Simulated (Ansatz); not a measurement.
Relaxed ScAl$_{3}$ (Cu3Au type):

```yaml
crystal:
  lattice:
    - [4.08581, 0.00000, 0.00000]
    - [0.00000, 4.08581, 0.00000]
    - [0.00000, 0.00000, 4.08581]
  atoms:
    - { symbol: Al, position: [0.00000, 0.50000, 0.50000] }
    - { symbol: Al, position: [0.50000, 0.50000, 0.00000] }
    - { symbol: Al, position: [0.50000, 0.00000, 0.50000] }
    - { symbol: Sc, position: [0.00000, 0.00000, 0.00000] }
```

In each cell atom 3 (Al, nearest neighbour Al at 2.889 Å; its periodic images, 4.1 Å or more away, move with it) moves by s·(0.000, 0.000, 1.000) (along Cartesian z), the rest being held.

Calculation: r2SCAN (plane waves to 500 eV, PAW, scalar-relativistic; Ansatz, a quantum-chemistry and plane-wave program). k mesh 9×9×9 (Γ-centred), Fermi-Dirac smearing 0.05 eV. Energies are smeared free energies. With partly filled bands, energies and forces of such displacements shift with the k mesh and the smearing. ScAl3 is run without spin polarisation. ScAl3 was relaxed with its symmetry unable to fall. The zero of ΔE is the undisplaced structure.

Question: What ΔE (meV/cell) does the calculation give at s (Å) = -0.870, -0.174, 0.174, 0.522, 0.870?

Answer: 
| s (Å) | ΔE (meV/cell) |
|---|---|
| -0.870 | 2733 |
| -0.174 | 104 |
| 0.174 | 104 |
| 0.522 | 963 |
| 0.870 | 2733 |

(For displaced atoms, the force is minus the slope of the energy, and its curvature is a force constant, which sets phonon frequencies.)
